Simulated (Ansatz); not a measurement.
B:
```cif
data_B36
_chemical_formula_sum 'B36'
_space_group_name_H-M_alt 'R-3m :H'
_space_group_IT_number 166
_space_group_name_Hall '-R 3 2"'
_cell_length_a 4.87624
_cell_length_b 4.87624
_cell_length_c 12.49882
_cell_angle_alpha 90.000
_cell_angle_beta 90.000
_cell_angle_gamma 120.000
loop_
_atom_site_label
_atom_site_type_symbol
_atom_site_symmetry_multiplicity
_atom_site_Wyckoff_symbol
_atom_site_fract_x
_atom_site_fract_y
_atom_site_fract_z
_atom_site_occupancy
B1 B 18 h 0.23786 0.11893 0.10831 1
B2 B 18 h 0.19726 0.39453 0.02433 1
```
(The calculation used a cell of 12 atoms; values per cell refer to that cell.)

Relaxed with PBEsol. Plane-wave PAW PBEsol (Ansatz code) gives a gap of 1.34 eV.

What gap does HSE06 give on the same cell (Ansatz, PAW)?

1.94 eV, 0.60 eV more. The hybrid was solved on a coarser mesh and at special points; the gap given is the minimum over both.

```tsv
k	v1 PBEsol	c1 PBEsol	v1 HSE06	c1 HSE06
Γ	-0.36	1.34	-0.40	1.94
T	0.00	2.51	…	…
L	-0.60	1.87	…	…
F	-1.95	1.39	…	…
S0	-1.73	1.77	-2.08	2.52
H0	-1.80	1.63	…	…
```

Top valence (v1) and lowest conduction level (c1) in eV from each method's valence maximum (which need not be a listed point): supply the withheld HSE06 values.


- L, v1 HSE06: -0.92
- L, c1 HSE06: 2.53
- T, v1 HSE06: 0.00
- T, c1 HSE06: 3.27
- H0, v1 HSE06: -2.15
- H0, c1 HSE06: 2.36
- F, v1 HSE06: -2.26
- F, c1 HSE06: 2.02

Cost on shared cores: the PBEsol run (SCF on a 7×7×7 mesh, then bands and DOS) very roughly 27 core-seconds, the HSE06 run (SCF on 4×4×4, then a few points) very roughly 80 core-seconds; the tasks are unlike.

The cell was relaxed with PBEsol under the symmetry of its start.

Potentials: the earlier of the program's two PAW sets. The files were generated under PBE; for other functionals the program regenerates the frozen cores, and for LDA and PBEsol the local potential too.
